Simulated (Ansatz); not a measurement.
Space group P1 (No. 1). a = 5.415 Å, b = 5.417 Å, c = 7.745 Å, α = 96.70°, β = 96.04°, γ = 119.62°
```json
{"atom": "Cs", "site": "1a", "symmetry": "1", "x": "0.2830", "y": "0.9985", "z": "0.9987"}
{"atom": "H", "site": "1a", "symmetry": "1", "x": "0.9490", "y": "0.3299", "z": "0.4498"}
{"atom": "H", "site": "1a", "symmetry": "1", "x": "0.3479", "y": "0.0644", "z": "0.5324"}
{"atom": "H", "site": "1a", "symmetry": "1", "x": "0.6226", "y": "0.6701", "z": "0.5507"}
{"atom": "H", "site": "1a", "symmetry": "1", "x": "0.2240", "y": "0.9366", "z": "0.4677"}
{"atom": "H", "site": "1a", "symmetry": "1", "x": "0.9549", "y": "0.3362", "z": "0.5485"}
{"atom": "H", "site": "1a", "symmetry": "1", "x": "0.6186", "y": "0.6643", "z": "0.4521"}
```

Equation of state of this CsH$_{6}$ structure (not necessarily the ground state), with shape and atoms relaxed at each volume where symmetry leaves them free. It has no gap at any of these volumes. Level of theory: Ansatz 0.2.0, DFT PBE, scalar-relativistic, plane waves, PAW.

Plane waves to 420 eV, a k mesh through Γ of 8×8×6 on the computed 7-atom cell and Gaussian smearing (0.10 eV); no spin polarisation.

```tsv
V (Å³/atom)	E − E(largest V) (meV/atom)	P (GPa)
24.217	-0.05	0.13
25.042	-0.57	0.08
25.868	-0.83	0.05
26.693	-0.97	0.01
27.519	-0.78	-0.01
28.344	-0.67	-0.04
29.170	-0.48	-0.05
30.271	0.00	-0.08
```

Q: Fit a third-order Birch–Murnaghan equation, E = E0 + (9V0B0/16)·[(x − 1)³B0' + (x − 1)²(6 − 4x)] with x = (V0/V)^(2/3), to E(V).

A: V0 = 26.70 Å³/atom, B0 = 1 GPa, B0' = 8.2.

Spin-orbit coupling is left out, which matters for the bands of heavy elements.

The cell was found from a structure generator's guess, not taken from experiment.
